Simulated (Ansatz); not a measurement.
# Mn₂TlAs₂: reading a single point

```
As Mn Tl
1.0
     2.14672    3.71823    0.00000
    -2.14672    3.71823    0.00000
     0.00000    0.00000    7.07515
As Mn Tl
2 2 1
Cartesian
  -0.0002 2.4789 1.8395
  0.0002 4.9575 5.2356
  -0.0002 2.4789 4.3866
  0.0002 4.9575 2.6886
  0.0000 0.0000 0.0000
```

Single point in Ansatz 0.2.0 with PBE, non-collinear spin. Cutoff 420 eV, PAW datasets, 5×5×3 Γ-centred k mesh, fermi-dirac filling (width 0.1 eV).

Magnetic state (reached from a saved solution, and it need not be the lowest): Mn3 along (-0.28, -0.39, -0.88), Mn4 along (0.28, 0.39, 0.88).

**Forces.** The largest is on As1 (and as large on other atoms): 1.09 eV/Å, components (0.00, 0.00, 1.09). It makes 0° with the line to a nearest neighbour, Mn3 at 2.55 Å, pointing towards it.
**Moments.** Mn3 3.93, Mn4 3.93 μB of spin moment in Bader basins; net size 0.00 μB a cell.
**Stress.** The pressure is -1.8 GPa (compression positive), so with the atoms held at these fractions the cell would first shrink; the forces are large, so a full relaxation may end otherwise. The principal stresses -2.9, -2.9, 0.4 GPa differ, so its shape would change too.
**Electronic structure.** It is a metal, with about 2.9 states/eV a cell as the mean within 0.25 eV of the Fermi level, mostly Mn d (45 %) and As p (35 %).
**Formation energy.** 0.05 eV an atom against the elements' usual phases (free molecules for gases, crystals otherwise, with no correction for O₂ or N₂), so at this geometry it isn't bound against them. Relaxing would lower it.

Origin: a known structure type with other elements, at an estimated volume, so it need not be a known compound. Caveats: the k mesh is coarse if the cell is a metal.
